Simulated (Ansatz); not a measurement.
Monolayer TiTe$_{2}$ (1T, P-3m1 in the vacuum cell, 3 atoms) under equal strain ε along x and y, atoms relaxed, the program Ansatz at the r²SCAN+D4 level (PAW). Strained cells keep size and symmetry, so buckling is not allowed; words on stability below refer to the unstrained layer.

```tsv
ε (%)	tension xx (N/m)
-4	-2.91
-2	?
0	0.00
2	1.18
4	2.11
```

### Question
Fit the shown tensions and predict the withheld one.

### Answer
A parabola gives σ = 0.01 + 62.8ε + (-256)ε² N/m, whose slope estimates C11 + C12. At ε = -0.02 that is -1.35 N/m. The run itself gave -1.32 N/m.

The layer was cut from a bulk entry of the Materials Project (measured or hypothetical); whether that bulk phase is the ambient one, and whether the layer has been isolated, was not checked. Symmetry was held in the r²SCAN+D4 relaxation; whether a distortion lowers the energy is not shown. No spin polarisation was allowed. Spin–orbit coupling is left out wherever it is not named.

Potentials: the later of the program's two PAW sets.
